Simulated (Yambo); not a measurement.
Yambo run on Ba$_{2}$MgMoO$_{6}$ (space group Fm-3m, No. 225). The wavefunctions come from this Quantum ESPRESSO step (PBEsol, PseudoDojo standard norm-conserving files, scalar-relativistic):

```
&CONTROL
  calculation = 'nscf'
  pseudo_dir = './pseudo'
  outdir = './out'
/
&SYSTEM
  ibrav = 0
  nat = 10
  ntyp = 4
  ecutwfc = 84.0
  ecutrho = 336.0
  occupations = 'fixed'
  force_symmorphic = .true.
  nbnd = 216
/
&ELECTRONS
  conv_thr = 1e-08
  diago_full_acc = .true.
  diago_thr_init = 1e-08
/
ATOMIC_SPECIES
O 15.9990 O.upf
Mg 24.3050 Mg.upf
Mo 95.9500 Mo.upf
Ba 137.3270 Ba.upf
CELL_PARAMETERS angstrom
  0.000000000000   4.106140000000   4.106140000000
  4.106140000000   0.000000000000   4.106140000000
  4.106140000000   4.106140000000   0.000000000000
ATOMIC_POSITIONS crystal
O   0.761270000000   0.238730000000   0.238730000000
O   0.238730000000   0.761270000000   0.761270000000
O   0.238730000000   0.761270000000   0.238730000000
O   0.761270000000   0.238730000000   0.761270000000
O   0.238730000000   0.238730000000   0.761270000000
O   0.761270000000   0.761270000000   0.238730000000
Mg   0.500000000000   0.500000000000   0.500000000000
Mo   0.000000000000   0.000000000000   0.000000000000
Ba   0.250000000000   0.250000000000   0.250000000000
Ba   0.750000000000   0.750000000000   0.750000000000
K_POINTS automatic
2 2 2 0 0 0
```

Yambo input:

```
rim_cut
gw0
dyson
el_el_corr
HF_and_locXC
ppa
em1d
RandQpts= 1000000
RandGvec= 1 Ry
EXXRLvcs= 84 Ry
VXCRLvcs= 336 Ry
Chimod= "HARTREE"
% BndsRnXp
 3 | 214 |
%
NGsBlkXp= 7 Ry
% LongDrXp
 1.0 | 1.0 | 1.0 |
%
PPAPntXp= 27.2114 eV
% GbndRnge
 1 | 214 |
%
GTermKind= "BG"
DysSolver= "n"
ExtendOut
% QPkrange
 1 | 1 | 40 | 41 |
 2 | 2 | 40 | 41 |
 3 | 3 | 40 | 41 |
%
```

k points by index: 1 = Γ, 2 = L, 3 = X.

Resulting energies as the program prints them:

```
#    K-point    Band    Eo [eV]    E [eV]    E-Eo [eV]    Vxc [eV]    Vnlxc [eV]    Sc|Eo [eV]    Sc|E [eV]    dSc/dw|Eo [eV]    Re(Z)    Im(Z)
#
    1    40    0.000000    -0.340804    -0.340804    -19.59622    -24.66345    4.621615    4.726425    -8.365212    0.764865    -0.001438
    1    41    2.338301    3.478254    1.139953    -18.16664    -13.27509    -3.447644    -3.751597    -7.253644    0.789523    -0.003270
    2    40    -0.388581    -0.776371    -0.387790    -19.06110    -24.22426    4.654365    4.775372    -8.478136    0.762406    -0.005651
    2    41    2.471535    3.666937    1.195403    -18.55845    -13.36313    -3.688475    -3.999924    -7.086553    0.793357    -0.004475
    3    40    -0.047971    -0.402441    -0.354470    -19.47126    -24.51471    4.580378    4.688984    -8.334154    0.765533    -0.001422
    3    41    1.998638    3.127352    1.128714    -17.47455    -12.15755    -3.901036    -4.188283    -6.924211    0.797153    -0.001569
```
(The two width columns are left out.) Convergence of these settings isn't established.

Spin-orbit coupling is not included.

Geometry of the Materials Project entry, not relaxed at this level.

The structure is a Materials Project entry; no match was found in the copy of COD used, and its stability was not checked.
